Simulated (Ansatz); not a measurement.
Elastic constants of ZnSe: input and output

Theory: DFT PBE, scalar-relativistic, plane waves, PAW (Ansatz 0.2.0).

Launched with:
```bash
ansatz run input.yaml --threads 4 --pin off --max-ram 12288MiB --backend cpu --events-out ev --progress --plain --runs-dir out
```

Input (bare energies are in eV):
```yaml
crystal:
  lattice:
    - [0.0, 2.8666, 2.8666]
    - [2.8666, 0.0, 2.8666]
    - [2.8666, 2.8666, 0.0]
  atoms:
    - { symbol: Zn, position: [0.0, 0.0, 0.0] }
    - { symbol: Se, position: [0.25, 0.25, 0.25] }
basis:
  ecutwfc: 420
kpoints:
  mp_grid: { grid: [6, 6, 6] }
hamiltonian:
  xc: pbe
scf:
  occupations: { method: fixed }
output:
  forces: true
  stress: true
  eigenvalues: true
  polarization: {}
elastic:
  mode: relaxed_ion
  stencil: two_point
```

From the output:
```
--- Elastic constants: 2 strain directions × 2 members + reference (group order 24) ---
  dense FFT box of the reference and of every strained cell: 30×30×30
  strains applied: 11, 23; error gains: componentwise 1.00 (the most a stress slope's error grows in a printed constant), spectral 1.73 (1 for all six strains in a standard setting)
  C = ∂σ_k/∂η_j (tension-positive GPa; Voigt order 11 22 33 23 13 12):
        79.944     45.146     45.146     -0.000      0.000      0.000
        45.146     79.944     45.146     -0.000     -0.000      0.000
        45.146     45.146     79.944     -0.000      0.000     -0.000
         0.000     -0.000     -0.000     37.150     -0.000      0.000
         0.000      0.000     -0.000      0.000     37.150     -0.000
        -0.000      0.000     -0.000      0.000     -0.000     37.150
  reference stress σ⁰ (GPa):     -0.008     -0.008     -0.008     -0.000      0.000      0.000
  C* (energy form; C + prestress term) asymmetry max|C*_kj − C*_jk| = 2.842e-14 GPa — a small one proves nothing (zero by symmetry where the batch's group is 432, −43m or m−3m); a large one is finite-difference/SCF noise where every solve ...
  moduli (Voigt/Reuss/Hill, GPa): K = 56.75/56.75/56.75   G = 29.25/25.55/27.40   E = 70.80   ν = 0.292
  mechanically stable: yes (min eigenvalue of sym C = 34.80 GPa)
  e, the proper piezoelectric tensor (elastic.mode: relaxed_ion; C/m²; rows x y z; Voigt order 11 22 33 23 13 12):
       0.00000    0.00000   -0.00000   -0.09344    0.00000   -0.00000
       0.00000    0.00000    0.00000   -0.00000   -0.09344    0.00000
       0.00000   -0.00000   -0.00000   -0.00000    0.00000   -0.09344
  ±, each entry's uncertainty from the finite density of the strings (C/m²), an estimate: the size of the correction for it that the entry includes:
       0.00000    0.00000    0.00000    0.00922    0.00000    0.00000
       0.00000    0.00000    0.00000    0.00000    0.00922    0.00000
       0.00000    0.00000    0.00000    0.00000    0.00000    0.00922
  the group's symmetry takes up to 1.1e-8 C/m² out of the measured responses: error of the strings' finite density and of the mesh across them, as far as it breaks the symmetry (raise kpoints.mp_grid and any string_points); the largest step ...
  strain η (Voigt 11):  stress-route row diagonal C_11 = 79.94 GPa, energy-path curvature d²(F+E_count+ΔE)/dδ²/Ω₀ = 80.25 GPa
         δ    σ_11 (GPa) F (eV) n_scf n_hpsi n_pw
    -2.000e-3      -0.1683       -8789.5313622      10   14367    941   relax 0 steps, max|allowed force component| 6.94e-17 eV/Å
     2.000e-3       0.1515       -8789.5313701       9   12206    941   relax 0 steps, max|allowed force component| 1.04e-16 eV/Å
  strain η (Voigt 23):  stress-route row diagonal C_44 = 37.15 GPa, energy-path curvature d²(F+E_count+ΔE)/dδ²/Ω₀ = 37.31 GPa
         δ    σ_23 (GPa) F (eV) n_scf n_hpsi n_pw
    -2.000e-3      -0.0743       -8789.5313949       6   13202    941   relax 3 steps, max|allowed force component| 6.22e-8 eV/Å
     2.000e-3       0.0743       -8789.5313949       6   13206    941   relax 3 steps, max|allowed force component| 6.33e-8 eV/Å
--- Formal polarisation (Berry phase): one branch of a lattice of values; only differences between neighbouring runs are physical ---
  axis mesh electronic ionic p = total spread (rad) least overlap resolved gap  δp at fixed H ≤   (phases in cycles; p mod 2; gap in eV; gap and δp judge the states as solved, not the mesh's step, its ...
  b1    6×6×6          -0.50000000     4.00000000     3.50000000      0.226919         0.7917        1.1501           5.6e-6
  b2    6×6×6          -0.50000000     4.00000000     3.50000000      0.226919         0.7917        1.1501           5.6e-6
  b3    6×6×6          -0.50000000     4.00000000     3.50000000      0.226919         0.7917        1.1501           5.6e-6
  quantum along a1:   0.17209997 e/Å² =   275.734557 µC/cm²
  quantum along a2:   0.17209997 e/Å² =   275.734557 µC/cm²
  quantum along a3:   0.17209997 e/Å² =   275.734557 µC/cm²
  P = (  0.42592571,   0.42592571,   0.42592571) e/Å² = (  682.408213,   682.408213,   682.408213) µC/cm²  (mod the quanta)
```

The run took 7.9 s on 4 threads of Intel(R) Xeon(R) 6975P-C (Granite Rapids) (shared host), peak memory 0.49 GiB.

The cell is the ideal cubic zincblende prototype.